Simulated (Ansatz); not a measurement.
Q: Bulk modulus by a P(V) fit from PBE minus that from r²SCAN (% of the latter), each on its own relaxed cell (Ansatz, a quantum-chemistry and plane-wave program, plane waves, PAW; no spin–orbit coupling, no Hubbard U), over 61 phases of the class «crystals with elements from indium on»: what sign and size do you expect?

A: Mean -8 %, median -8 %, mean absolute 9 %; eight in ten lie between -14 and -3 %, and 3 % are above zero.

Some cases that may be named, with their rank among the 61 from the lowest: BaTiO3, P4mm (Ba on 1b, Ti on 1a, O on 2c, O on 1a) -29 % (rank 1); Sn, diamond -17 % (rank 2); AlPt, rock salt -8 % (rank 30); AlIr, rock salt -8 % (rank 31); Bi, A7 (α-As type) 7 % (rank 60); Sb, A7 (α-As type) 13 % (rank 61).

The phases are those computed here (of each formula those with measured values and the lowest at some level), not a balanced benchmark, and neither functional is the truth. Pairs that end in unlike spin orders or unlike minima (c/a over 6 % apart, 30 % for weakly bound crystals), magnets with 4f shells, solids of gases and phases set aside for tests are left out.

3 of the phases carry moments, in the orders computed and without U.

Typed or built starts, not in the databases checked: AlIr, rock salt; AlPt, rock salt. Not the usual ambient phase: Sn, diamond. Unstable at this level: BaTiO3, P4mm (Ba on 1b, Ti on 1a, O on 2c, O on 1a) with r²SCAN; AlIr, rock salt with r²SCAN. All cells were relaxed under the symmetry of their starts (and spin orders); stability against distortions was not tested throughout. Named crystals with no word on spin ran without spin polarisation. Scalar-relativistic: spin–orbit coupling is off unless named, which matters more the heavier the elements.

Potentials: the earlier of the program's two PAW sets.

Ansatz is a plane-wave DFT program.
